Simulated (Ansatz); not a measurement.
Given:

Ti₅Si₃:
```cif
data_Si6Ti10
_chemical_formula_sum 'Ti10 Si6'
_space_group_name_H-M_alt 'P63/mcm'
_space_group_IT_number 193
_space_group_name_Hall '-P 6c 2'
_cell_length_a 7.34515
_cell_length_b 7.34515
_cell_length_c 5.01760
_cell_angle_alpha 90.000
_cell_angle_beta 90.000
_cell_angle_gamma 120.000
loop_
_atom_site_label
_atom_site_type_symbol
_atom_site_symmetry_multiplicity
_atom_site_Wyckoff_symbol
_atom_site_fract_x
_atom_site_fract_y
_atom_site_fract_z
_atom_site_occupancy
Ti1 Ti 4 d 0.33333 0.66667 0.00000 1
Si1 Si 6 g 0.39214 0.39214 0.25000 1
Ti2 Ti 6 g 0.24933 0.24933 0.75000 1
```

This is the LDA-relaxed structure.

Question: All from LDA (plane waves, PAW; program Ansatz), unless another level is named. Give the electronic character.

Answer: metallic (no gap).

Question: What about the formation energy from the elements (no fitted shifts)?

Answer: -0.83 eV/atom.

Question: Next, the density of states at the Fermi level?

Answer: 0.51 states/eV per atom (mean over ±0.08 eV).

Space group P6_3/mcm. The workflow started from an entry of the Crystallography Open Database (COD). Whether it is the stable phase at ambient conditions was not checked. The LDA relaxation kept the symmetry of its start; its stability against distortions is not shown here. No spin polarisation was allowed. The references are the lowest solids computed at this level, not always the standard phases.

Potentials: the later of the program's two PAW sets.
